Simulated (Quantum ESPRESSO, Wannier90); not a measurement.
Tight-binding from DFT: YSi₂ (P6/mmm)

Cell from Materials Project (mp-2568), symmetrised, no further relaxation. COD (Crystallography Open Database) has an entry of this formula and space group (matched by these alone). Computed values, not measurements, from PBEsol: Quantum ESPRESSO (norm-conserving PseudoDojo potentials, cutoff 58 Ry, no spin polarisation, no spin-orbit coupling) on a Γ-centred 12×12×8 mesh, then Wannier90. Density: 12×12×8 mesh, cold smearing 0.01 Ry.

On the energy scale of pw.x, whose zero is arbitrary, the Fermi level lies at 10.94 eV.

Input w.win:

```
num_bands = 1
num_wann = 1
exclude_bands = 2-31
num_iter = 1000
conv_tol = 1.0e-6
conv_window = 4
write_hr = true
write_u_matrices = true
auto_projections = true
begin unit_cell_cart
ang
    4.0754900550    0.0000000000    0.0000000000
   -2.0377450275    3.5294779205    0.0000000000
    0.0000000000    0.0000000000    3.9901300000
end unit_cell_cart
begin atoms_frac
Y    0.0000000000  0.0000000000  0.0000000000
Si   0.3333333333 -0.3333333333  0.5000000000
Si  -0.3333333333  0.3333333333  0.5000000000
end atoms_frac
mp_grid = 12 12 8
begin kpoints
0.0000000000 0.0000000000 0.0000000000
0.0000000000 0.0000000000 0.1250000000
0.0000000000 0.0000000000 0.2500000000
... (1149 more lines: the 12x12x8 mesh through Gamma)
end kpoints
```

Input of pw2wannier90.x that gives the overlap and projection files (equivalent; here they were cut from one run over all bands):

```
&inputpp
  outdir = './out'
  prefix = 'pwscf'
  seedname = 'w'
  write_amn = .true.
  write_mmn = .true.
  atom_proj = .true.
  atom_proj_exclude = 2 3 4 5 6 7 8 9 10 11 12 13 14 15 16 17 18
/
```

Output w.wout (banner and timings cut):

```
                                    ------
                                    SYSTEM
                                    ------

                              Lattice Vectors (Ang)
                    a_1     4.075490   0.000000   0.000000
                    a_2    -2.037745   3.529478   0.000000
                    a_3     0.000000   0.000000   3.990130

                   Unit Cell Volume:      57.39544  (Ang^3)

                        Reciprocal-Space Vectors (Ang^-1)
                    b_1     1.541701   0.890101  -0.000000
                    b_2     0.000000   1.780202   0.000000
                    b_3     0.000000  -0.000000   1.574682

 *----------------------------------------------------------------------------*
 |   Site       Fractional Coordinate          Cartesian Coordinate (Ang)     |
 +----------------------------------------------------------------------------+
 | y    1   0.00000   0.00000   0.00000   |    0.00000   0.00000   0.00000    |
 | si   1   0.33333  -0.33333   0.50000   |    2.03775  -1.17649   1.99507    |
 | si   2  -0.33333   0.33333   0.50000   |   -2.03775   1.17649   1.99507    |
 *----------------------------------------------------------------------------*
                                ------------
                                K-POINT GRID
                                ------------

             Grid size = 12 x 12 x  8      Total points = 1152

 *---------------------------------- MAIN ------------------------------------*
 |  Number of Wannier Functions               :                 1             |
 |  Number of Objective Wannier Functions     :                 1             |
 |  Number of input Bloch states              :                 1             |
 |  Output verbosity (1=low, 5=high)          :                 1             |
 |  Timing Level (1=low, 5=high)              :                 1             |
 |  Optimisation (0=memory, 3=speed)          :                 3             |
 |  Length Unit                               :               Ang             |
 |  Post-processing setup (write *.nnkp)      :                 F             |
 |  Using Gamma-only branch of algorithms     :                 F             |
 *----------------------------------------------------------------------------*
 *------------------------------- WANNIERISE ---------------------------------*
 |  Total number of iterations                :              1000             |
 |  Number of CG steps before reset           :                 5             |
 |  Trial step length for line search         :             2.000             |
 |  Convergence tolerence                     :         0.100E-05             |
 |  Convergence window                        :                 4             |
 |  Iterations between writing output         :                 1             |
 |  Iterations between backing up to disk     :               100             |
 |  Write r^2_nm to file                      :                 F             |
 |  Write xyz WF centres to file              :                 F             |
 |  Write on-site energies <0n|H|0n> to file  :                 F             |
 |  Use guiding centre to control phases      :                 F             |
 |  Use phases for initial projections        :                 F             |
 *----------------------------------------------------------------------------*
 *-------------------------------- PLOTTING ----------------------------------*
 |  Plotting Hamiltonian in WF basis          :                 T             |
 *----------------------------------------------------------------------------*

 *---------------------------------- K-MESH ----------------------------------*
 +----------------------------------------------------------------------------+
 |                    Distance to Nearest-Neighbour Shells                    |
 |                    ------------------------------------                    |
 |          Shell             Distance (Ang^-1)          Multiplicity         |
 |          -----             -----------------          ------------         |
 |             1                   0.148350                      6            |
 |             2                   0.196835                      2            |
 |             3                   0.246479                     12            |
 |             4                   0.256950                      6            |
 |             5                   0.296700                      6            |
 |             6                   0.323678                     12            |
 |             7                   0.356055                     12            |
 |             8                   0.392498                     12            |
       ... (lines left out)
 +----------------------------------------------------------------------------+
 | The b-vectors are chosen automatically                                     |
 | The following shells are used:                       1,  2                 |
 +----------------------------------------------------------------------------+
 |                        Shell   # Nearest-Neighbours                        |
 |                        -----   --------------------                        |
 |                          1               6                                 |
 |                          2               2                                 |
 +----------------------------------------------------------------------------+
 | Completeness relation is fully satisfied [Eq. (B1), PRB 56, 12847 (1997)]  |
 +----------------------------------------------------------------------------+
 |                  b_k Vectors (Ang^-1) and Weights (Ang^2)                  |
 |                  ----------------------------------------                  |
 |            No.         b_k(x)      b_k(y)      b_k(z)        w_b           |
 |            ---        --------------------------------     --------        |
 |             1         0.000000    0.148350    0.000000    15.146156        |
 |             2         0.128475    0.074175    0.000000    15.146156        |
 |             3         0.000000   -0.148350    0.000000    15.146156        |
 |             4         0.128475   -0.074175    0.000000    15.146156        |
 |             5        -0.128475   -0.074175    0.000000    15.146156        |
 |             6        -0.128475    0.074175    0.000000    15.146156        |
 |             7         0.000000    0.000000    0.196835    12.905188        |
 |             8         0.000000    0.000000   -0.196835    12.905188        |
 +----------------------------------------------------------------------------+
 |                           b_k Directions (Ang^-1)                          |
 |                           -----------------------                          |
 |            No.           x           y           z                         |
 |            ---        --------------------------------                     |
 |             1         0.000000    0.148350    0.000000                     |
 |             2         0.128475    0.074175    0.000000                     |
 |             3         0.128475   -0.074175    0.000000                     |
 |             4         0.000000    0.000000    0.196835                     |
 +----------------------------------------------------------------------------+

 Starting a new Wannier90 calculation ...

 Reading overlaps from w.mmn

 Reading projections from w.amn

 *------------------------------- WANNIERISE ---------------------------------*
 +--------------------------------------------------------------------+<-- CONV
 | Iter  Delta Spread     RMS Gradient      Spread (Ang^2)            |<-- CONV
 +--------------------------------------------------------------------+<-- CONV

 ------------------------------------------------------------------------------
 Initial State
  WF centre and spread    1  (  0.000000, -0.000000, -0.000000 )     0.52667030
  Sum of centres and spreads (  0.000000, -0.000000, -0.000000 )     0.52667030

      0     0.527E+00     0.0000000000        0.5266702954  <-- CONV
        O_D=      0.0000000 O_OD=      0.0000000 O_TOT=      0.5266703 <-- SPRD
 ------------------------------------------------------------------------------
      1     0.000E+00     0.0000000000        0.5266702954  <-- CONV
        O_D=      0.0000000 O_OD=      0.0000000 O_TOT=      0.5266703 <-- SPRD
      2     0.000E+00     0.0000000000        0.5266702954  <-- CONV
        O_D=      0.0000000 O_OD=      0.0000000 O_TOT=      0.5266703 <-- SPRD
      3     0.000E+00     0.0000000000        0.5266702954  <-- CONV
        O_D=      0.0000000 O_OD=      0.0000000 O_TOT=      0.5266703 <-- SPRD
      4     0.000E+00     0.0000000000        0.5266702954  <-- CONV
        O_D=      0.0000000 O_OD=      0.0000000 O_TOT=      0.5266703 <-- SPRD
             <<<     Delta < 1.000E-06  over  4 iterations     >>>
             <<< Wannierisation convergence criteria satisfied >>>
 Final State
  WF centre and spread    1  (  0.000000, -0.000000, -0.000000 )     0.52667030
  Sum of centres and spreads (  0.000000, -0.000000, -0.000000 )     0.52667030

         Spreads (Ang^2)       Omega I      =     0.526670295
        ================       Omega D      =     0.000000000
                               Omega OD     =     0.000000000
    Final Spread (Ang^2)       Omega Total  =     0.526670295
```
